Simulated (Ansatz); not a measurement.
The calculation used DFT PBE, scalar-relativistic, plane waves, PAW in Ansatz. All cells share a 420 eV cutoff and Γ-centred k meshes spaced about 0.3 Å⁻¹ or finer (0.25 for metals, 2π included). No spin polarisation.

Structures of BaCd3Se4, relaxed with PBE:

A.

Space group P-4m2 (No. 115). a = 4.555 Å, b = 4.555 Å, c = 13.012 Å, α = 90.00°, β = 90.00°, γ = 90.00°
```csv
atom,site,symmetry,x,y,z
Ba,1a,-4m2,0.0000,0.0000,0.0000
Cd,2f,2mm.,0.5000,0.5000,0.7241
Cd,1d,-4m2,0.0000,0.0000,0.5000
Se,2g,2mm.,0.0000,0.5000,0.6119
Se,2g,2mm.,0.0000,0.5000,0.1626
```

B.

Space group P-43m (No. 215). a = 6.474 Å, b = 6.474 Å, c = 6.474 Å, α = 90.00°, β = 90.00°, γ = 90.00°
```tsv
atom	site	symmetry	x	y	z
Ba	1a	-43m	0.0000	0.0000	0.0000
Cd	3c	-42.m	0.0000	0.5000	0.5000
Se	4e	.3m	0.7248	0.7248	0.2752
```

C.

Space group P2/m (No. 10). a = 7.213 Å, b = 4.180 Å, c = 7.334 Å, α = 90.00°, β = 96.93°, γ = 90.00°
```json
{"atom": "Ba", "site": "1c", "symmetry": "2/m", "x": "0.0000", "y": "0.0000", "z": "0.5000"}
{"atom": "Cd", "site": "1h", "symmetry": "2/m", "x": "0.5000", "y": "0.5000", "z": "0.5000"}
{"atom": "Cd", "site": "1a", "symmetry": "2/m", "x": "0.0000", "y": "0.0000", "z": "0.0000"}
{"atom": "Cd", "site": "1e", "symmetry": "2/m", "x": "0.5000", "y": "0.5000", "z": "0.0000"}
{"atom": "Se", "site": "2n", "symmetry": "m", "x": "0.8326", "y": "0.5000", "z": "0.1906"}
{"atom": "Se", "site": "2m", "symmetry": "m", "x": "0.3522", "y": "0.0000", "z": "0.2635"}
```

With PBE the energies per atom relative to A are: B +14 meV, C +57 meV.

Question: What do the differences become with r2SCAN (500 eV) at these PBE geometries?

Answer: Two of them come within 10 meV/atom on cells that aren't relaxed at this level, so their order isn't resolved.

| cell | group | coarse PBE screen (meV/atom, to 10) | PBE, fine mesh (meV/atom) | r2SCAN at the PBE cell (meV/atom) | r2SCAN pressure (GPa) | gap PBE (eV) | gap r2SCAN (eV) |
| --- | --- | --- | --- | --- | --- | --- | --- |
| A | P-4m2 | 0 | 0 | 0 | -1.0 | 0.83 | 1.24 |
| B | P-43m | 0 | 14 | 20 | -1.0 | 0.76 | 1.15 |
| C | P2/m | 50 | 57 | 27 | -1.2 | 0.44 | 0.92 |

Energies count from A, gaps are read on the mesh, and pressure is positive in compression.

Kohn–Sham gaps at this level usually fall short of measured ones. With atoms moved at random, C went lower on a coarse mesh, which no converged run confirmed. With atoms moved at random, A (by 53 meV/atom) fell into a lower structure and B came back.
